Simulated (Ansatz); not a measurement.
Ag (fcc, Cu type)

```yaml
crystal:
  lattice:
    - [4.10551, 0.00000, 0.00000]
    - [0.00000, 4.10551, 0.00000]
    - [0.00000, 0.00000, 4.10551]
  atoms:
    - { symbol: Ag, position: [0.00000, 0.00000, 0.00000] }
    - { symbol: Ag, position: [0.50000, 0.50000, 0.00000] }
    - { symbol: Ag, position: [0.50000, 0.00000, 0.50000] }
    - { symbol: Ag, position: [0.00000, 0.50000, 0.50000] }
```

In this cell atom 2 (Ag, nearest neighbour Ag at 2.903 Å; its periodic images, 4.1 Å or more away, move with it) is moved by s along Cartesian [111], unit vector (0.577, 0.577, 0.577); all other atoms and the cell stay fixed.

Level of theory: r2SCAN (plane waves to 500 eV, PAW, scalar-relativistic; Ansatz, a first-principles code). k mesh 9×9×9 (Γ-centred), Fermi-Dirac smearing 0.05 eV. Energies are smeared free energies. With partly filled bands, energies and forces of such displacements shift with the k mesh and the smearing. On this mesh the relaxed cell isn't quite at rest: it carries a pressure of -0.1 GPa (compression positive) at the zero of the scan. Ag was relaxed with its symmetry unable to fall. The PAW data are Ansatz's earlier set. The zero of ΔE is the undisplaced structure. The last digit holds for this mesh only.

```tsv
s (Å)	ΔE (meV/cell)
-0.290	227.1
-0.232	141.0
-0.174	77.4
-0.116	33.8
-0.058	8.4
0.000	0.0
0.058	8.4
0.116	33.8
0.174	77.4
0.232	141.0
0.290	227.1
```

Q: What force constant k = d²E/ds² at s = 0 does the table give?

A: 5.0 eV/Å². It is the second difference of the nearest points, corrected with the next pair.

Q: With k = 4.96 eV/Å² from the forces, is the well harmonic out to s = 0.290 Å?

A: ½ks² = 208 meV/cell against the computed 227 meV/cell, so the well is stiffer than harmonic there.

(For displaced atoms, the force is minus the slope of the energy, and its curvature is a force constant, which sets phonon frequencies.)
